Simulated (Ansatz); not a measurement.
Relaxed-ion elastic tensor of Mg$_{3}$SnO (anti-perovskite, Pm-3m) in GPa (Voigt order), the program Ansatz at the PBEsol level (PAW); density 4.19 g/cm³, 16.44 Å³ per atom.

```
 126  47.7  47.7   0.0   0.0   0.0
47.7   126  47.7   0.0   0.0   0.0
47.7  47.7   126   0.0   0.0   0.0
 0.0   0.0   0.0  52.9   0.0   0.0
 0.0   0.0   0.0   0.0  52.9   0.0
 0.0   0.0   0.0   0.0   0.0  52.9
```

Q: Is the crystal mechanically stable?

A: Yes: the smallest eigenvalue of C is 52.9 GPa.

Q: Work out the Voigt, Reuss and Hill averages.

A: K_V = 73.7, K_R = 73.7, K_H = 73.7; G_V = 47.3, G_R = 46.3, G_H = 46.8 GPa.

Q: Give Young's modulus, Poisson's ratio, Pugh's ratio and the universal anisotropy index.

A: E = 9KG/(3K + G) = 116 GPa; ν = 0.24; K/G = 1.57 (brittle by the Pugh limit of 1.75); A_U = 5G_V/G_R + K_V/K_R − 6 = 0.11.

Q: Estimate the sound speeds and the Debye temperature.

A: v_l = √((K + 4G/3)/ρ) = 5700 m/s, v_t = √(G/ρ) = 3340 m/s, mean 3700 m/s; Θ = (h/k)(3n/4πV)^(1/3) v_m = 434 K.

Q: Give the Zener ratio and Young's modulus along [100], [110] and [111].

A: A = 2C44/(C11 − C12) = 1.36; 1/E = S11 − 2(S11 − S12 − S44/2)Γ with Γ = 0, 1/4, 1/3 gives 99.3, 119, 128 GPa.

Q: Solve the Christoffel equation for the three sound speeds along [100], [110], [111].

A: Eigenvalues of C_ijkl n_j n_l equal ρv². In km/s, slowest first: [100] 3.55, 3.55, 5.47; [110] 3.05, 3.55, 5.77; [111] 3.22, 3.22, 5.86.

The start of the workflow was typed in or built on a structure type; neither database checked (COD, Materials Project) lists it. Whether it is the stable phase at ambient conditions was not checked. The cell was relaxed with PBEsol under the symmetry of its start; its stability against distortions is not shown here. As this level gives no gap, shear constants depend on the k-mesh and smearing (Fermi–Dirac, 0.1 eV here). Scalar-relativistic: spin–orbit coupling is off unless named, which matters more the heavier the elements.

Potentials: the later of the program's two PAW sets.
